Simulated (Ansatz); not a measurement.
## TiSi₂ under strain: ⁴⁹Ti nuclear quadrupole resonance

Cell: a COD entry, relaxed with PBE at fixed cell and then changed (z compressed by 3 %, ions relaxed).

```
Ti Si
1.0
     0.00000    4.11800    4.13366
     2.38650    0.00000    4.13366
     2.38650    4.11800    0.00000
Ti Si
2 4
Direct
  0.75000 0.75000 0.75000
  0.50000 0.50000 0.50000
  0.08571 0.41429 0.08571
  0.41429 0.08571 0.41429
  0.16429 0.83571 0.16429
  0.83571 0.16429 0.83571
```

Atoms are numbered from 1 in the order listed; like atoms form one site, named after its first atom.

All values are calculated (Ansatz; DFT, PBE, plane waves and PAW, scalar-relativistic, 420 eV cutoff, Γ-centred 13×13×13 k-points, Fermi–Dirac smearing 0.05 eV), not measured.

⁴⁹Ti: I = 7/2, Q = 247.0 mb (year-2017 value). Static lattice, zero field.

Question: At which frequencies do the ⁴⁹Ti NQR lines lie?

Answer: For I = 7/2 and η = 0 the lines are |C_Q|/14 times 1, 2 and 3; η shifts the lowest up most.

```json
{"site": "Ti", "atoms": "1, 2", "V_zz (10²¹ V/m²)": "-2.33", "C_Q (MHz)": "-13.9", "η": "0.88", "line frequencies (MHz)": "1.83, 2.42, 2.73"}
```

Question: And for Ti-47 (I = 5/2, Q = 302.0 mb) on Ti?

Answer: C_Q scales with Q to -17.0 MHz, with lines at 4.15, 4.59, 8.74 MHz.

The run finds no gap above 0.1 eV (a metal, or nearly one), so the gradients can move by 10 % or more with the k-mesh. At this changed cell the PBE pressure is 8 GPa.
